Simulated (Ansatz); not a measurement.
Relaxed CdS (wurtzite):

```
CELL_PARAMETERS angstrom
      4.19618     0.00000     0.00000
     -2.09809     3.63400     0.00000
      0.00000     0.00000     6.82953
ATOMIC_POSITIONS crystal
  Cd 0.33333 0.66667 0.99917
  Cd 0.66667 0.33333 0.49917
  S  0.33333 0.66667 0.37563
  S  0.66667 0.33333 0.87563
```

In this cell atom 4 (S, nearest neighbour Cd at 2.565 Å; its periodic images, 4.2 Å or more away, move with it) is moved by u·(1.000, 0.000, 0.000) + v·(0.000, 1.000, 0.000); the rest is frozen.

Level of theory: PBE (plane waves to 420 eV, PAW, scalar-relativistic; Ansatz, a quantum-chemistry and plane-wave program). k mesh 7×7×4 (Γ-centred), Fermi-Dirac smearing 0.05 eV. E stands for the smeared free energy. Points where atoms come too close for the PAW data are left out (x in tables, blank in figures). CdS was relaxed with its symmetry unable to fall. ΔE is measured from the undisplaced structure. Axes are in Å.

Problem. Estimate the ΔE (meV/cell) for all points of the grid u = -0.640, -0.320, 0.000, 0.320, 0.640 by v = -0.640, -0.320, 0.000, 0.320, 0.640.

Solution. ΔE (meV/cell), with u across and v down:

```tsv
v \ u	-0.640	-0.320	0.000	0.320	0.640
-0.640	1395	1902	2142	1902	1395
-0.320	635	392	355	392	635
0.000	1283	268	0	268	1283
0.320	2952	757	182	757	2952
0.640	x	1482	534	1482	x
```

(For displaced atoms, the force is minus the slope of the energy, and its curvature is a force constant, which sets phonon frequencies.)
